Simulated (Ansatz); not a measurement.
## A vibration from a frozen displacement in TiCo

Theory: Ansatz 0.2.0, DFT PBEsol, scalar-relativistic, plane waves, PAW. Settings: plane waves to 420 eV, k-mesh 16×16×16 (Γ-centred), Gaussian smearing 0.15 eV. Collinear spins, started from moments 0.0, 0.4 μB in atom order; the magnetic state may not be the lowest. Energies are free energies at this smearing, counted from the undisturbed cell; pressure is positive in compression.

Zero of the scan (as given, not relaxed at this level; it stands at -7.6 GPa, and it needn't be the usual structure):

```xyz
2
Lattice="2.9861 0.0000 0.0000 0.0000 2.9861 0.0000 0.0000 0.0000 2.9861" Properties=species:S:1:pos:R:3 pbc="T T T"
Ti    0.0000    0.0000    0.0000
Co    1.4931    1.4931    1.4931
```

Every Ti atom is moved by x along the Cartesian unit vector (0.000, 0.000, 1.000); the cell and all other atoms stay fixed. The cell's volume is 26.63 Å³; the moved atoms weigh 47.867 u together and the others 58.933 u. Some rows repeat others by symmetry and weren't run.

```csv
x (Å),ΔE (meV/cell),total force on the moved atoms along the move (eV/Å),pressure (GPa)
-0.1000,22.34,0.4441,-7.1295
-0.0875,17.13,0.3898,-7.2307
-0.0750,12.60,0.3350,-7.3201
-0.0625,8.76,0.2797,-7.3957
-0.0500,5.61,0.2241,-7.4575
-0.0375,3.16,0.1683,-7.5060
-0.0250,1.40,0.1123,-7.5395
-0.0125,0.35,0.0562,-7.5621
0.0000,0.00,0.0000,-7.5674
0.0125,0.35,-0.0562,-7.5621
0.0250,1.40,-0.1123,-7.5395
0.0375,3.16,-0.1683,-7.5060
0.0500,5.61,-0.2241,-7.4575
0.0625,8.76,-0.2797,-7.3957
0.0750,12.60,-0.3350,-7.3201
0.0875,17.13,-0.3898,-7.2307
0.1000,22.34,-0.4441,-7.1295
```

What frequency belongs to this motion?

The force constant is k = −dF/dx = 4.496 eV/Å², from the parabola through x = -0.0125, 0 and 0.0125. In every cell the moved atoms swing against the rest, so the mass is μ = m₁m₂/(m₁ + m₂) = 26.413 u, and ν̃ = 521.5 cm⁻¹ × √(|k|/μ) = 215 cm⁻¹, at this cell's pressure of -7.6 GPa. To first order in x, and within 1 %, the force on every atom lies along the move and, within each of the two groups, in proportion to the atom's mass, so this is itself a mode at the zone centre of this cell.

How far does the harmonic law reach?

At x = -0.100 Å, kx²/2 = 22.48 meV against the computed 22.34 meV (-0.6 %): the well is still close to harmonic there.

In a metal these slopes depend on the k mesh and the smearing.